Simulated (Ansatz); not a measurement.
LiZn (space group Fd-3m)

```
CELL_PARAMETERS angstrom
      0.00000     3.02773     3.02773
      3.02773     0.00000     3.02773
      3.02773     3.02773     0.00000
ATOMIC_POSITIONS crystal
  Li 0.75000 0.75000 0.75000
  Li 0.50000 0.50000 0.50000
  Zn 0.25000 0.25000 0.25000
  Zn 0.00000 0.00000 0.00000
```

This relaxed cell (volume V₀) is scaled evenly in all directions, its shape held. Symmetry pins the atoms to their sites.

Level of theory: PBEsol (plane waves to 420 eV, PAW, scalar-relativistic; Ansatz, a program for electronic structure). k mesh 13×13×13 (Γ-centred), Fermi-Dirac smearing 0.05 eV. Energies are smeared free energies. LiZn was relaxed with its symmetry unable to fall. The zero of ΔE is the relaxed starting cell. The last digit holds for this mesh only.

```csv
V (Å³/atom),ΔE (meV/atom)
12.490,25.3
12.837,13.5
13.184,5.7
13.531,1.4
13.878,0.0
14.225,1.2
14.572,4.7
14.919,10.2
15.266,17.5
```

Problem. What bulk modulus B₀ follows from a third-order Birch-Murnaghan fit?

Solution. 48.1 GPa.

Problem. What is the fitted pressure derivative B₀′?

Solution. 4.4.

(Under strain, the slope of the energy per volume gives the stress and its curvature an elastic modulus.)
